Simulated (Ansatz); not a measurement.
Q: Each is relaxed and computed with DFT-r²SCAN in the program Ansatz with PAW potentials. Which is the only one with a gap?
A) InP, NiAs type
B) PNO, I2_12_12_1 (P on 4c, N on 4a, O on 4b)
C) TiP, P6_3/mmc (Ti on 4f, P on 2a, P on 2d)
D) NbP, CsCl type

A: B, PNO, I2_12_12_1 (P on 4c, N on 4a, O on 4b). PNO: gap 5.81 eV (indirect); TiP: metal; NbP: metal; InP: metal. Constructed cells (a structure type filled with these elements, in neither database checked): NbP, CsCl type. Typed or built starts, not in the databases checked: InP, NiAs type. Not the usual ambient phase: InP, NiAs type. Standing as an ambient phase not checked: PNO, I2_12_12_1 (P on 4c, N on 4a, O on 4b); TiP, P6_3/mmc (Ti on 4f, P on 2a, P on 2d). All cells were relaxed under the symmetry of their starts (and spin orders); stability against distortions was not tested throughout. Rows with no word on spin ran without spin polarisation. Spin–orbit coupling is left out wherever it is not named.

Potentials: the later of the program's two PAW sets.
